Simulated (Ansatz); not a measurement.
The elements of this relaxed trial crystal are hidden behind letters.

```
lattice vectors (Å)
  -1.7918    1.7918    7.0420
   1.7918   -1.7918    7.0420
   1.7918    1.7918   -7.0420
fractional positions
X 0.7500 0.2500 0.5000
X 0.5925 0.5925 0.0000
X 0.4075 0.4075 0.0000
X 0.2500 0.7500 0.5000
Z 0.0000 0.0000 0.0000
```

Theory: Ansatz, DFT PBE, scalar-relativistic, plane waves, PAW. Plane waves to 420 eV, a 14×14×14 mesh through Γ for the 5-atom cell and 0.10 eV Gaussian smearing; no spin polarisation.

| Property | Result |
| --- | --- |
| Space group | I4/mmm (No. 139) |
| Conventional cell | a = 3.584 Å, c = 14.084 Å |
| Volume per atom | 18.09 Å³ |
| Density | 2.55 g/cm³ |
| Energy over the elements | +0.28 eV/atom |
| Gap on the 14×14×14 mesh of the 5-atom cell | 0 eV (a metal) |

Energies are uncorrected and count from the elements' standard states at the same level.

Question: X is a p-block element of period 3 and Z is a p-block element of period 3. Which elements are they?

Answer: X = Al, Z = P, so the formula is Al4P. Density times volume gives a mean mass of 2.55 × 18.09/1.6605 = 27.8 u per atom, and this set has 27.8 u. Al on a site of symmetry -4m2 has 4 Al at 2.53 Å and 4 Al at 2.85 Å; Al on a site of symmetry 4mm is surrounded by 1 Al at 2.61 Å, 4 P at 2.85 Å and 4 Al at 2.85 Å; P has 8 Al at 2.85 Å. Other sets within the hints have nearly the same mass, so mass alone doesn't settle it; this one was computed.

The cell is a metal run without spin; a magnetic state may lie lower. A structure relaxed within its symmetry needn't be a true minimum. Another cell of Al4P relaxed alike, in I4/mmm, lies 111 meV/atom lower, so this cell isn't the stable form at this level.
